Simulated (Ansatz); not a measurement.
# Ti5Al6Ni: zone-centre modes

All numbers below come from Ansatz 0.2.0, DFT PBE, scalar-relativistic, plane waves, PAW. Settings: 420 eV plane-wave cutoff, Γ-centred 16×16×2 mesh, Fermi-Dirac smearing of 0.15 eV. No spin polarisation. Phonons by linear response, acoustic sum rule imposed.

Equilibrium structure at this level:
```xyz
12
Lattice="2.8345 0.0000 0.0000 0.0000 2.8345 0.0000 0.0000 0.0000 23.2546" Properties=species:S:1:pos:R:3 pbc="T T T"
Ti    0.0000    0.0000    3.4975
Ti    0.0000    0.0000    7.5630
Ti    0.0000    0.0000   11.6273
Ti    0.0000    0.0000   15.6916
Ti    0.0000    0.0000   19.7571
Al    1.4173    1.4173    1.4896
Al    1.4173    1.4173    5.5302
Al    1.4173    1.4173    9.5950
Al    1.4173    1.4173   13.6596
Al    1.4173    1.4173   17.7243
Al    1.4173    1.4173   21.7649
Ni    0.0000    0.0000    0.0000
```

The cell was found from a structure generator's guess, not taken from experiment. In a metal, frequencies depend on the k mesh and the smearing, soft modes most.

Optical modes at Γ:
```
frequency (cm⁻¹)  degeneracy
              71           2
              77           2
              84           1
              92           1
             135           2
             143           2
             147           1
             154           1
             173           1
             176           2
             216           2
             235           2
             244           2
             257           2
             262           2
             275           2
             286           1
             292           1
             301           1
             301           1
             302           1
             319           1
```

All 33 optical modes at Γ are real: no displacement of atoms at fixed cell lowers the energy to second order. Strains and modes at other wave vectors aren't tested by this run.
